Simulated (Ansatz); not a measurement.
# Mo: an elastic constant from a strain scan

These are results of DFT r2SCAN, scalar-relativistic, plane waves, PAW in Ansatz, not measurements. The runs took a 500 eV cutoff, a Γ-centred 26×26×26 mesh and Gaussian smearing (0.15 eV). No spin polarisation. Energies are free energies at this smearing, counted from the undisturbed cell; pressure is positive in compression.

The undisturbed cell (relaxed at this level; with this scan's settings it stands at 0.1 GPa):

```
CELL_PARAMETERS angstrom
-1.57521 1.57521 1.57521
1.57521 -1.57521 1.57521
1.57521 1.57521 -1.57521
ATOMIC_POSITIONS crystal
Mo 0.00000 0.00000 0.00000
```

The cell is strained by ε times the Voigt pattern (0, 1, 0, 0, 0, 0) (xx, yy, zz, yz, xz, xy; engineering shear) with fractional coordinates fixed. The cell holds 1 atom in V0 = 15.63 Å³. The stress column is τ = (1/V0) dE/dε, got from the stress tensor σ (compression positive) at each point as −det(1 + εP) σ : P(1 + εP)⁻¹, with P the pattern as a tensor.

```csv
ε,ΔE (meV/atom),τ (GPa)
-0.0400,42.897,-22.647
-0.0300,23.771,-16.598
-0.0200,10.421,-10.806
0.0000,0.000,-0.080
0.0100,2.326,4.789
0.0300,20.389,13.498
0.0400,?,?
```

Question: Which combination of elastic constants does this scan measure, and how large is it?

Answer: For small ε, τ = τ0 + Kε with K = pᵀCp, which for this pattern is C11 in the cubic axes. The parabola through τ at ε = -0.0200, 0 and 0.0100 has slope K = 503 GPa at zero. The energies per cell, E = NΔE, of the same two points give K = 2[E(ε₊)/ε₊ − E(ε₋)/ε₋]/[(ε₊ − ε₋)V0] = 515 GPa, in agreement.

Question: Predict the withheld row at ε = 0.0400 from the harmonic law, and compare.

Answer: ΔE = V0(τ0 ε + Kε²/2)/N = 38.985 meV/atom and τ = 20.06 GPa. The calculation gives 35.476 meV/atom and 17.37 GPa: the energy lies 9 % below the harmonic value, as bonds soften when stretched.

In a metal these slopes depend on the k mesh and the smearing.

Cost: 7 runs of about 5.8 core-minutes in all, on Intel Xeon Processor @ 2.50GHz (Skylake/Cascade Lake) (shared hosts).